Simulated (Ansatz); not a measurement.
Starting structure, 1 CH3F a cell, tilted, over a top Ti site (Ti, P6_3/mmc (No. 194), (0 0 1) face):

```
CELL_PARAMETERS angstrom
5.77293 0.00000 0.00000
-2.88646 4.99950 0.00000
0.00000 0.00000 26.55062
ATOMIC_POSITIONS crystal
Ti 0.33333 0.16667 0.30131
Ti 0.33333 0.66667 0.30131
Ti 0.83333 0.16667 0.30131
Ti 0.83333 0.66667 0.30131
Ti 0.16667 0.33333 0.38745
Ti 0.16667 0.83333 0.38745
Ti 0.66667 0.33333 0.38745
Ti 0.66667 0.83333 0.38745
Ti 0.33333 0.16667 0.47680
Ti 0.33333 0.66667 0.47680
Ti 0.83333 0.16667 0.47680
Ti 0.83333 0.66667 0.47680
Ti 0.16667 0.33333 0.55872
Ti 0.16667 0.83333 0.55872
Ti 0.66667 0.33333 0.55872
Ti 0.66667 0.83333 0.55872
C 0.08896 0.22731 0.68617
F 0.97867 0.35203 0.71350
H 0.16667 0.33333 0.64986
H 0.25520 0.23175 0.70793
H 0.93360 0.01668 0.67879
```

Level of theory: DFT PBE+D3(BJ), scalar-relativistic, plane waves, PAW (Ansatz 0.2.0). Cutoff 420 eV; k points 4×4×1 on the computed 21-atom cell (Γ-centred); Gaussian smearing, width 0.10 eV; no spin polarisation. A dipole correction removes the field between periodic images along c.

Atoms 1, 2, 3, 4, 5, 6, 7, 8 (counted from 1) are held. The cell is fixed. Force threshold 0.04 eV/Å.

Task: Where does it end?

Result: The energy falls by 0.263 eV in 29 steps, to:

```yaml
crystal:
  lattice:
    - [5.77293, 0.00000, 0.00000]
    - [-2.88646, 4.99950, 0.00000]
    - [0.00000, 0.00000, 26.55062]
  atoms:
    - { symbol: Ti, position: [0.33333, 0.16667, 0.30131] }
    - { symbol: Ti, position: [0.33333, 0.66667, 0.30131] }
    - { symbol: Ti, position: [0.83333, 0.16667, 0.30131] }
    - { symbol: Ti, position: [0.83333, 0.66667, 0.30131] }
    - { symbol: Ti, position: [0.16667, 0.33333, 0.38745] }
    - { symbol: Ti, position: [0.16667, 0.83333, 0.38745] }
    - { symbol: Ti, position: [0.66667, 0.33333, 0.38745] }
    - { symbol: Ti, position: [0.66667, 0.83333, 0.38745] }
    - { symbol: Ti, position: [0.34203, 0.16998, 0.47775] }
    - { symbol: Ti, position: [0.33271, 0.66591, 0.47329] }
    - { symbol: Ti, position: [0.82900, 0.17022, 0.47814] }
    - { symbol: Ti, position: [0.82897, 0.65764, 0.47822] }
    - { symbol: Ti, position: [0.17257, 0.34159, 0.55659] }
    - { symbol: Ti, position: [0.17254, 0.82952, 0.55691] }
    - { symbol: Ti, position: [0.66429, 0.33125, 0.57214] }
    - { symbol: Ti, position: [0.65574, 0.82744, 0.55721] }
    - { symbol: C, position: [0.90299, 0.34970, 0.68485] }
    - { symbol: F, position: [0.68581, 0.33846, 0.65632] }
    - { symbol: H, position: [0.08501, 0.53386, 0.67374] }
    - { symbol: H, position: [0.85050, 0.34925, 0.72454] }
    - { symbol: H, position: [0.91724, 0.17336, 0.67436] }
```

The end is the local minimum or symmetric point that this start leads to. The slab is only 6.9 Å thick, so the energy isn't converged with thickness.

Spin polarisation was left out, and a magnetic state may lie lower.